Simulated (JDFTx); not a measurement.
System: Be(0001) (P6_3/mmc bulk; lattice of mp-87, not re-optimised at this level), 1x1 cell of 6 atoms in 6 planes, area 4.44 Å² a face, 9.1 Å between the outermost planes in a cell 24.9 Å high; k mesh 10×10×1, Fermi width 0.01 Ha, no spin polarisation.

Method: PBE, GBRV ultrasoft potentials, plane waves to 20/100 Ha, in a modified build of JDFTx. Liquid: linear PCM (GLSSA13), water, 0.5 M KF; nuclei fixed. Potentials are counted from the potential of zero charge; σ repeats to about 1 %.

```json
[
 {"U − U_pzc (V)": "-0.91", "σ (μC/cm², per face)": "-10.69"},
 {"U − U_pzc (V)": "-0.71", "σ (μC/cm², per face)": "-8.51"},
 {"U − U_pzc (V)": "-0.16", "σ (μC/cm², per face)": "withheld"},
 {"U − U_pzc (V)": "0.29", "σ (μC/cm², per face)": "3.96"},
 {"U − U_pzc (V)": "0.57", "σ (μC/cm², per face)": "8.01"},
 {"U − U_pzc (V)": "0.69", "σ (μC/cm², per face)": "9.96"}
]
```

Task: Fit σ = C₀x + bx² (x = U − U_pzc) to the other rows by least squares, predict the withheld value, and compare with the run.

Result: The fit gives C₀ (μF/cm²) = 13.2, b (μF/cm²/V) = 1.65, with a root-mean-square miss of 0.04 μC/cm² on its own rows. It predicts -2.1 μC/cm²; the run gives -2.0 μC/cm², a miss of 0.1 μC/cm².
